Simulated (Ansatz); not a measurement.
**Competing collinear orders in MnIr (P4/mmm)**

Geometry: a structure as deposited in COD, repeated to hold the magnetic orders; nothing is relaxed.

Common settings: PBEsol, 13×13×5 k mesh, Fermi–Dirac smearing of 0.03 eV. PAW means Ansatz 0.2.0 on its default frozen-core files; LAPW is all-electron LAPW in Ansatz 0.2.0. Site moments are integrated in spheres about the atoms, whose radii differ between the methods.

The reference run was typed so:

```yaml
crystal:
  lattice:
    - [2.7258966415, 0.0, 0.0]
    - [0.0, 2.7258966415, 0.0]
    - [0.0, 0.0, 7.286]
  atoms:
    - { symbol: Mn, position: [0.5, 0.5, 0.25], spin: 4.0 }
    - { symbol: Mn, position: [0.5, 0.5, 0.75], spin: 4.0 }
    - { symbol: Ir, position: [0.0, 0.0, 0.0] }
    - { symbol: Ir, position: [0.0, 0.0, 0.5] }
magnetization:
  spin_polarized: true
kpoints:
  mp_grid: { grid: [13, 13, 5] }
scf:
  occupations: { method: fermi_dirac, width: 0.03 }
  lower_state_search: "off"
hamiltonian:
  xc: pbesol
  pseudopotentials: { kind: paw }
output:
  forces: true
  stress: true
  eigenvalues: true
  populations: true
```

Command: `ansatz run input.yaml --threads 2 --pin off --max-ram 6144MiB --backend cpu --events-out ev --progress --plain --runs-dir out`

The input for «start Mn1↑ Mn2↓» by LAPW differs from it in these lines, output keys apart:

```diff
-    - { symbol: Mn, position: [0.5, 0.5, 0.75], spin: 4.0 }
+    - { symbol: Mn, position: [0.5, 0.5, 0.75], spin: -4.0 }
-  pseudopotentials: { kind: paw }
+  pseudopotentials: { kind: all_electron, lapw: { basis_error: 0.001 } }
```

Energies count from the run that starts all moments parallel. Patterns list the atoms that start with 0.5 μB or more.

| start | ΔF PAW (meV/atom) | ΔF LAPW (meV/atom) | largest moment, PAW (μB) | M, PAW (μB/cell) | order at the end, PAW | P, PAW (GPa) |
| --- | --- | --- | --- | --- | --- | --- |
| Mn1↑, Mn2↑ | 0.0 | 0.0 | 1.57 | 2.88 | kept | -21.1 |
| Mn1↑, Mn2↓ | -2.8 | -2.5 | ? | 0.00 | kept | -17.5 |
| no spin polarisation | ? | – | 0.00 | 0.00 | – | -26.9 |

Task: Fill in "ΔF PAW (meV/atom)" for the row "no spin polarisation".

Result: +59.1.

Task: Give the missing entry: row "Mn1↑, Mn2↓", column "largest moment, PAW (μB)".

Result: 2.02.

The lowest of these ends as follows. Site moments (μB): Mn1 2.02, Mn2 -2.02, Ir3 0.00, Ir4 0.00. Cell moment 0.00 μB. Orders of other supercells weren't tried and can lie lower.

The PAW files were made with PBE; the program remakes their cores once for the run's functional and then keeps them frozen. The Ansatz runs typed with the search for lower states off end where their start leads. Spin–orbit coupling is left out although heavy atoms are present. The magnetic state is the one that this cell and start allow. It needn't be the compound's measured order, which may need a larger cell or be absent.
